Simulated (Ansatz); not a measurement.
Bi-209 NMR of the central transition in Bi₈SeS₁₁

Cell: a structure deposited in the COD, relaxed with PBE at fixed cell and then changed (atom 12 (S) replaced by Se, ions relaxed).

Space group Pm (No. 6); a = 11.1930, b = 3.9940, c = 11.3450 Å.

| site | Wyckoff | site symmetry | x | y | z |
| --- | --- | --- | --- | --- | --- |
| Bi1 | 1b | m | 0.3239 | 0.5000 | 0.4856 |
| Bi2 | 1a | m | 0.8262 | 0.0000 | 0.0151 |
| Bi3 | 1b | m | 0.1762 | 0.5000 | 0.9887 |
| Bi4 | 1a | m | 0.6706 | 0.0000 | 0.5060 |
| Bi5 | 1a | m | 0.0314 | 0.0000 | 0.3380 |
| Bi6 | 1b | m | 0.5320 | 0.5000 | 0.1615 |
| Bi7 | 1a | m | 0.4688 | 0.0000 | 0.8388 |
| Bi8 | 1b | m | 0.9720 | 0.5000 | 0.6616 |
| S9 | 1b | m | 0.1916 | 0.5000 | 0.2829 |
| S10 | 1a | m | 0.6922 | 0.0000 | 0.2170 |
| S11 | 1b | m | 0.3088 | 0.5000 | 0.7855 |
| Se | 1a | m | 0.8014 | 0.0000 | 0.7232 |
| S13 | 1a | m | 0.1315 | 0.0000 | 0.5482 |
| S14 | 1b | m | 0.6304 | 0.5000 | 0.9511 |
| S15 | 1a | m | 0.3724 | 0.0000 | 0.0499 |
| S16 | 1b | m | 0.8719 | 0.5000 | 0.4514 |
| S17 | 1a | m | 0.4417 | 0.0000 | 0.3748 |
| S18 | 1b | m | 0.9451 | 0.5000 | 0.1233 |
| S19 | 1a | m | 0.0579 | 0.0000 | 0.8800 |
| S20 | 1b | m | 0.5539 | 0.5000 | 0.6175 |

One atom of each set is listed; the run and its k-mesh use a cell of 20 atoms with edges of 11.35, 3.99, 11.19 Å.

All values are calculated (Ansatz; DFT, PBE, plane waves and PAW, scalar-relativistic, 420 eV cutoff, Γ-centred 3×7×3 k-points, Fermi–Dirac smearing 0.02 eV), not measured.

Bi-209 has I = 9/2 and Q = -516.0 mb (Pyykkö 2018); at 7.05 T its Larmor frequency is ν₀ = 49.1 MHz (from the bare nuclear moment; shielding lowers the observed one by a per cent or two). Only the quadrupole interaction is simulated: positions count from each site's isotropic chemical shift, and shift anisotropy, dipolar and J coupling are left out.

(1) Give C_Q, η, the quadrupolar product P_Q = |C_Q|(1 + η²/3)^½, the second-order isotropic shift and the breadth of the pattern (static powder) for each Bi site.

Answers

(1) 

| site | first shell | C_Q (MHz) | η | P_Q (MHz) | δ_QIS (ppm) | breadth (kHz) |
| --- | --- | --- | --- | --- | --- | --- |
| Bi1 | 7 S at 2.70–3.41 Å | 90.6 | 0.70 | 97.7 | -5500 | 1977 |
| Bi2 | 6 S at 2.70–3.05 Å, 1 Se at 3.32 Å | -102 | 0.94 | 117 | -7839 | 2884 |
| Bi3 | 7 S at 2.69–3.34 Å | -102 | 0.68 | 109 | -6871 | 2461 |
| Bi4 | 6 S at 2.70–3.29 Å, 1 Se at 2.87 Å | 102 | 0.51 | 106 | -6516 | 2237 |
| Bi5 | 7 S at 2.63–3.29 Å | 223 | 0.09 | 223 | -28693 | 7887 |
| Bi6 | 7 S at 2.63–3.30 Å | 254 | 0.03 | 254 | -37062 | 9728 |
| Bi7 | 7 S at 2.63–3.35 Å | 246 | 0.11 | 246 | -34892 | 9724 |
| Bi8 | 5 S at 2.64–3.32 Å, 2 Se at 2.85 Å | 171 | 0.18 | 172 | -17125 | 5014 |

δ_QIS = −(ν_Q²/30ν₀²)[I(I+1) − 3/4](1 + η²/3) × 10⁶ ppm with ν_Q = 3|C_Q|/[2I(2I−1)]; it falls as 1/B₀² in ppm, and the breadth as 1/B₀ in kHz.

With ν_Q/ν₀ up to 0.22, terms beyond second order are no longer negligible.

Spin–orbit coupling is left out, which shifts gradients on Bi by a few per cent, and by more where contributions nearly cancel. Newer work puts Q(²⁰⁹Bi) near −420 mb, which would lower these couplings by about a fifth.
